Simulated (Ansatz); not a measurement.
B₄C, first-principles data

B4C:
```
B4C
1.0
    4.37133     2.78984     0.00000
   -4.37133     2.78984     0.00000
   -2.41766     0.00000     4.40833
B C
12 3
Direct
  0.49175   0.50825   0.83836
  0.50200   0.17615   0.48397
  0.82385   0.49800   0.48397
  0.49409   0.83092   0.50544
  0.16908   0.50591   0.50544
  0.30705   0.69295   0.18084
  0.68960   0.31040   0.81193
  0.30286   0.18816   0.69506
  0.81184   0.69714   0.69506
  0.69620   0.81750   0.29880
  0.18250   0.30380   0.29880
  0.00040   0.99960   0.98787
  0.50331   0.49669   0.17564
  0.12561   0.87439   0.88129
  0.87851   0.12149   0.10360
```

Space group Cm (No. 8); conventional cell a = 8.743 Å, b = 5.580 Å, c = 5.028 Å, α = γ = 90.00°, β = 118.74°.

Method: plane-wave PAW PBEsol (Ansatz code). The cell and atoms are relaxed at this level. Other levels are named where they apply.

Cell and energy:

```yaml
volume_per_atom: 7.17 Å³
density: 2.56 g/cm³
Formation energy from the elements (no fitted shifts): -103 meV/atom
```

Electronic structure:

```yaml
band_gap: 2.82 eV (indirect)
valence_band_maximum: at Y2 (k = 0.500, 0.500, 0.000 in fractions of the reciprocal vectors)
conduction_band_minimum: at A (k = 0.000, 0.000, 0.500 in fractions of the reciprocal vectors)
smallest_direct_gap_on_the_standard_path: 3.01 eV
electron_effective_mass: 0.33, 1.7, 4.0 mₑ (principal values)
hole_effective_mass: 0.36, 0.64, 1.3 mₑ (principal values)
HSE06 gap on the PBEsol cell: 3.75 eV
```

Mechanics:

```yaml
Bulk modulus (Birch–Murnaghan fit): 243 GPa
Pressure derivative B′: 3.4
Elastic constants (relaxed ions, GPa): C11 = 499, C22 = 545, C33 = 558, C12 = 107, C13 = 98.9, C23 = 96.7, C44 = 199, C55 = 190, C66 = 184, C15 = -33.9, C25 = 56.1, C35 = 35.5, C46 = 36.5
mechanical_stability: stable (all eigenvalues of C positive)
hill_bulk_and_shear_moduli: 244 and 197 GPa
Young's modulus: 465 GPa
Poisson's ratio: 0.18
debye_temperature_from_the_elastic_constants: 1490 K
Piezoelectric stress constants (proper, relaxed ions, C/m²): e11 = e15 = 0.07, e12 = -0.06, e13 = -0.02, e24 = 0.28, e26 = -0.23, e31 = -0.03, e32 = 0.16, e33 = 0.08, e35 = -0.14
```

Dielectric response:

```yaml
Electronic dielectric constant ε∞ (DFPT): 7.16 (xx), 7.19 (yy), 7.04 (zz)
Static dielectric constant ε0 (ions relaxed, cell fixed): 7.60 (xx), 8.89 (yy), 8.74 (zz)
Born charges (a third of the trace): B -0.20 to +2.47, C -1.86 to -0.67 e
```

Phonons:

```yaml
Highest zone-centre frequency (without LO–TO term): 1591 cm⁻¹
zone_centre_stability: no imaginary mode at Γ
dynamical_stability_on_the_path: stable (no imaginary branch)
zero_point_energy: 138.0 meV/atom
Vibrational entropy at 300 K: 5.4 J/(K·mol of atoms)
```

The first step of the workflow began from a Materials Project structure, measured or hypothetical; the Crystallography Open Database copy checked does not list it. Whether it is the stable phase at ambient conditions was not checked. Symmetry was held in the PBEsol relaxation. Signs of piezoelectric constants follow the polarity of the cell as given. The references are the lowest solids computed at this level, not always the standard phases.

Potentials: the later of the program's two PAW sets.
